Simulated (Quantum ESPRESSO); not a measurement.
## HfIn4SiO6: changing the functional

Space group P312 (No. 149). a = 5.277 Å, b = 5.277 Å, c = 10.559 Å, α = 90.00°, β = 90.00°, γ = 120.00°
| atom | site | symmetry | x | y | z |
| --- | --- | --- | --- | --- | --- |
| Hf | 1a | 3.2 | 0.0000 | 0.0000 | 0.0000 |
| In | 2h | 3.. | 0.3333 | 0.6667 | 0.3045 |
| In | 2i | 3.. | 0.6667 | 0.3333 | 0.7892 |
| Si | 1c | 3.2 | 0.3333 | 0.6667 | 0.0000 |
| O | 6l | 1 | 0.3063 | 0.3716 | 0.8997 |

The cell comes from a database or a generator and needn't be the stable form of this composition.

Kept alike: task band structure; k mesh 4 × 4 × 2; occupations fermi-dirac, width 0.05 eV; no spin polarisation. Program: Quantum ESPRESSO, SG15 PBE 1.2, cutoff 1197 eV. The mesh is that of the run's cell of 12 atoms. No spin-orbit coupling.

| run | pressure (GPa) |
| --- | --- |
| A | -4.78 |
| B | -2.46 |
| C | 0.15 |

Pressure is positive in compression; the values hold the error of the finite cutoff, so their zero can differ a little from the energy's minimum. All rows use potentials made for PBE.

Question: The runs differ in the functional alone: LDA; PBE; PBEsol. Which run is which?

Answer: Run A is LDA; run B is PBEsol; run C is PBE. The pressure runs from -4.78 (LDA) to 0.15 GPa (PBE). From PBE: LDA -4.93; PBEsol -2.61.
